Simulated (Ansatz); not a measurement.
MoS2 (2H-MoS2 type, space group P6_3/mmc)

```xyz
6
Lattice="3.1494 0.0000 0.0000 -1.5747 2.7275 0.0000 0.0000 0.0000 12.0915" Properties=species:S:1:pos:R:3 pbc="T T T"
Mo     0.0000     1.8183     3.0229
Mo     1.5747     0.9092     9.0686
S      0.0000     1.8183     7.5028
S      1.5747     0.9092     1.4571
S      1.5747     0.9092     4.5887
S      0.0000     1.8183    10.6344
```

In each cell atom 6 (S, nearest neighbour Mo at 2.400 Å; its periodic images, 3.1 Å or more away, move with it) moves by s·(0.707, 0.707, 0.000) (along Cartesian [110]), the rest being held.

Computed with PBE-D3(BJ) (plane waves to 420 eV, PAW, scalar-relativistic; Ansatz, an electronic-structure program). k mesh 10×10×3 (Γ-centred), Fermi-Dirac smearing 0.05 eV. Energies are smeared free energies. F⊥ is the part of the force across the line. MoS2 is run without spin polarisation. MoS2 was relaxed with its symmetry unable to fall. The PAW data are Ansatz's earlier set. The zero of ΔE is the undisplaced structure.

What ΔE (meV/cell) and |F⊥| (eV/Å) does the calculation give at s (Å) = -0.240, -0.192, -0.144, 0.096, 0.192?


```json
[
 {"s (Å)": "-0.240", "ΔE (meV/cell)": "302", "|F⊥| (eV/Å)": "0.781"},
 {"s (Å)": "-0.192", "ΔE (meV/cell)": "191", "|F⊥| (eV/Å)": "0.491"},
 {"s (Å)": "-0.144", "ΔE (meV/cell)": "106", "|F⊥| (eV/Å)": "0.271"},
 {"s (Å)": "0.096", "ΔE (meV/cell)": "44", "|F⊥| (eV/Å)": "0.109"},
 {"s (Å)": "0.192", "ΔE (meV/cell)": "170", "|F⊥| (eV/Å)": "0.414"}
]
```

(For displaced atoms, the force is minus the slope of the energy, and its curvature is a force constant, which sets phonon frequencies.)
